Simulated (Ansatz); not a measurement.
TaAs2:
Space group C2/m (No. 12); a = 9.331 Å, b = 3.370 Å, c = 7.747 Å, α = 90.00°, β = 119.66°, γ = 90.00°

```json
[
 {"atom": "Ta", "site": "4i", "symmetry": "m", "x": "0.1570", "y": "0.0000", "z": "0.1953"},
 {"atom": "As", "site": "4i", "symmetry": "m", "x": "0.1403", "y": "0.0000", "z": "0.5273"},
 {"atom": "As", "site": "4i", "symmetry": "m", "x": "0.4055", "y": "0.0000", "z": "0.1086"}
]
```
(The calculation used a cell of 6 atoms; values per cell refer to that cell.)

Relaxed with PBEsol.

Task: Which orbitals make up the states near the Fermi level in PBEsol (plane waves, PAW; program Ansatz)?

Result: Within 0.5 eV of the Fermi level: Ta 5d 57 %, As 4p 38 %. Projections are on Löwdin-orthogonalised atomic valence shells; empty p or d shells of many metals are not among them.

Task: Tabulate the density of states.

Result: States/eV per cell of 6 atoms, in 0.25 eV bins, energy from the Fermi level.

```csv
E (eV),total,As 4p,Ta 5d,As 4s
-7.85,0.00,0.00,0.00,0.00
-7.60,0.00,0.00,0.00,0.00
-7.35,0.00,0.00,0.00,0.00
-7.10,0.01,0.01,0.00,0.00
-6.85,0.20,0.13,0.03,0.00
-6.60,0.63,0.41,0.10,0.02
-6.35,1.43,0.94,0.23,0.05
-6.10,2.31,1.57,0.41,0.09
-5.85,3.84,2.68,0.73,0.14
-5.60,2.90,1.95,0.56,0.15
-5.35,2.41,1.62,0.47,0.15
-5.10,2.59,1.76,0.51,0.17
-4.85,2.73,1.84,0.54,0.19
-4.60,2.58,1.74,0.53,0.16
-4.35,2.43,1.59,0.52,0.16
-4.10,3.02,1.91,0.71,0.20
-3.85,3.37,2.05,0.90,0.21
-3.60,2.92,1.71,0.87,0.18
-3.35,3.32,1.97,1.01,0.17
-3.10,3.79,2.27,1.18,0.17
-2.85,4.31,2.50,1.44,0.17
-2.60,4.61,2.63,1.64,0.15
-2.35,6.47,3.46,2.66,0.13
-2.10,5.93,3.01,2.61,0.12
-1.85,6.68,3.49,2.84,0.10
-1.60,4.46,2.28,1.95,0.07
-1.35,4.39,2.22,1.96,0.06
-1.10,4.07,2.05,1.84,0.05
-0.85,3.13,1.52,1.46,0.05
-0.60,1.97,0.93,0.95,0.03
-0.35,0.95,0.41,0.51,0.01
-0.10,0.63,0.25,0.35,0.02
0.15,0.39,0.12,0.24,0.02
0.40,0.99,0.31,0.60,0.05
0.65,2.42,0.63,1.52,0.15
0.90,3.16,0.79,2.00,0.19
1.15,3.48,0.88,2.20,0.20
1.40,3.79,1.11,2.14,0.29
1.65,3.39,1.03,1.80,0.31
1.90,3.16,0.91,1.69,0.31
2.15,4.39,1.06,2.52,0.47
2.40,3.99,0.92,2.32,0.46
2.65,3.58,0.94,1.98,0.40
2.90,2.52,0.80,1.30,0.20
3.15,4.21,1.18,2.36,0.29
3.40,4.55,1.32,2.46,0.31
3.65,5.43,1.68,2.92,0.27
3.90,4.14,1.46,2.01,0.18
4.15,3.05,1.27,1.30,0.12
4.40,3.14,1.46,1.18,0.09
4.65,4.13,1.95,1.44,0.10
```

The first step of the workflow began from a Materials Project structure, measured or hypothetical; the Crystallography Open Database copy checked does not list it. Its standing as an ambient phase is unchecked. The cell was relaxed with PBEsol under the symmetry of its start; whether a distortion lowers the energy is not shown. No spin polarisation was allowed. Spin–orbit coupling is left out wherever it is not named.

Potentials: the later of the program's two PAW sets.
